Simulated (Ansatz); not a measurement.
KBr (rock salt) is sheared across one {100} plane: the third cell vector gains the shift, so faults repeat every 10.1 Å. The cut lies between planes 3.35 Å apart; the cell height is held.

```
CELL_PARAMETERS angstrom
      4.74131     0.00000     0.00000
      0.00000     4.74131     0.00000
      2.37066     2.37066    10.05784
ATOMIC_POSITIONS crystal
  Br 0.00000 0.00000 0.83333
  Br 0.33333 0.33333 0.16667
  Br 0.66667 0.66667 0.50000
  K  0.50000 0.50000 0.83333
  K  0.83333 0.83333 0.16667
  K  0.16667 0.16667 0.50000
```

In-plane vectors a = (4.741, 0.000) Å, b = (0.000, 4.741) Å, area 22.48 Å². The shift is s times the vector a (length 4.741 Å), so s = 1 restores the start. The shift is rigid: no atom relaxes. γ = [E(shift) − E(0)] / area.

Calculation: PBE (plane waves to 420 eV, PAW, scalar-relativistic; Ansatz, a quantum-chemistry and plane-wave program). k mesh 6×6×6 (Γ-centred), Fermi-Dirac smearing 0.05 eV. Energies are extrapolated to zero smearing. Faults lie only 10.1 Å apart, and holding the cell height and the atoms raises γ above its relaxed value. KBr was relaxed with its symmetry unable to fall. γ is measured from zero shift.

```tsv
shift (Å)	γ (mJ/m²)
0.000	0
0.395	11
0.790	45
1.185	95
1.580	___
1.976	___
2.371	211
2.766	___
3.161	___
3.556	95
3.951	45
4.346	11
```

**Question.** Complete the blanks.

**Answer.** 
- 1.580, γ (mJ/m²): 150
- 1.976, γ (mJ/m²): 194
- 2.766, γ (mJ/m²): 194
- 3.161, γ (mJ/m²): 150

(The slope of γ gives the shear force per area between the displaced halves; near zero shift its curvature is an elastic stiffness.)
